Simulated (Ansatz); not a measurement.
Starting cell, AlBO3 (space group R-3c):

```
CELL_PARAMETERS angstrom
      2.21901     1.28115     4.52168
     -2.21901     1.28115     4.52168
      0.00000    -2.56230     4.52168
ATOMIC_POSITIONS crystal
  Al 0.50000 0.50000 0.50000
  Al 0.00000 0.00000 0.00000
  B  0.75000 0.75000 0.75000
  B  0.25000 0.25000 0.25000
  O  0.75000 0.44083 0.05917
  O  0.25000 0.55917 0.94083
  O  0.05917 0.75000 0.44083
  O  0.94083 0.25000 0.55917
  O  0.44083 0.05917 0.75000
  O  0.55917 0.94083 0.25000
```

A phonon eigenvector at Γ is frozen into this cell: atom i moves by Q times the vector below, so Q is the largest atomic displacement, in Å. The cell is held. It is one choice among 2 degenerate patterns.

```json
[
 {"atom": "B3", "x": "0.000", "y": "-0.199", "z": "0.000"},
 {"atom": "B4", "x": "0.000", "y": "0.199", "z": "0.000"},
 {"atom": "O5", "x": "0.011", "y": "-0.167", "z": "0.494"},
 {"atom": "O6", "x": "-0.011", "y": "0.167", "z": "-0.494"},
 {"atom": "O7", "x": "-0.011", "y": "-0.167", "z": "0.494"},
 {"atom": "O8", "x": "0.011", "y": "0.167", "z": "-0.494"},
 {"atom": "O9", "x": "0.000", "y": "-0.148", "z": "-0.989"},
 {"atom": "O10", "x": "0.000", "y": "0.148", "z": "0.989"}
]
```

Atoms not listed stay in place.

Level of theory: LDA (plane waves to 420 eV, PAW, scalar-relativistic; Ansatz, a program for electronic structure). k mesh 9×9×9 (Γ-centred), Fermi-Dirac smearing 0.05 eV. Energies are smeared free energies. AlBO3 was relaxed with its symmetry unable to fall. ΔE is measured from the undisplaced structure.

### Question
Estimate the ΔE (eV/cell) and −dE/dQ from forces (eV/Å) for Q (Å) = -0.083, -0.067, -0.050, 0.050, 0.083, 0.100.

### Answer
| Q (Å) | ΔE (eV/cell) | −dE/dQ from forces (eV/Å) |
|---|---|---|
| -0.083 | 0.1299 | 3.137 |
| -0.067 | 0.0830 | 2.499 |
| -0.050 | 0.0466 | 1.868 |
| 0.050 | 0.0466 | -1.868 |
| 0.083 | 0.1299 | -3.137 |
| 0.100 | 0.1876 | -3.783 |

(A displaced cell: forces are minus the slopes of the energy, force constants its curvatures, and phonons follow from these.)
